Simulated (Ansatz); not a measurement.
Values for one crystal, relaxed and computed with PBEsol in the plane-wave PAW code Ansatz; other levels are named.

```yaml
volume_per_atom: 17.16 Å³
electronic_character: metallic (no gap)
Pressure derivative B′: 4.4
Formation energy from the elements (no fitted shifts): -0.22 eV/atom
Density of states at the Fermi level: 0.04 states/eV per atom (mean over ±0.08 eV)
Bulk modulus (Birch–Murnaghan fit): 151 GPa
Gap with spin–orbit coupling: none (metallic)
```

Question: Pick the material that matches.
A. Si2W, P6_222 (Si on 6j, W on 3d)
B. TiSi2, Fddd (Ti on 8b, Si on 16f)
C. TaSi2, P6_422 (Ta on 3c, Si on 6i)
D. Si2Ru, P4_2/mnm (Ru on 2a, Si on 4f)

Answer: D, Si2Ru, P4_2/mnm (Ru on 2a, Si on 4f)

The start of the workflow was typed in or built on a structure type; neither database checked (COD, Materials Project) lists it. Whether it is the stable phase at ambient conditions was not checked. Symmetry was held in the PBEsol relaxation; its stability against distortions is not shown here. No spin polarisation was allowed. The volume moved by 18 % from the start of the relaxation. The references are the lowest solids computed at this level, not always the standard phases. Spin–orbit coupling is left out wherever it is not named.

Potentials: the earlier of the program's two PAW sets. The files were generated under PBE; for other functionals the program regenerates the frozen cores, and for LDA and PBEsol the local potential too.
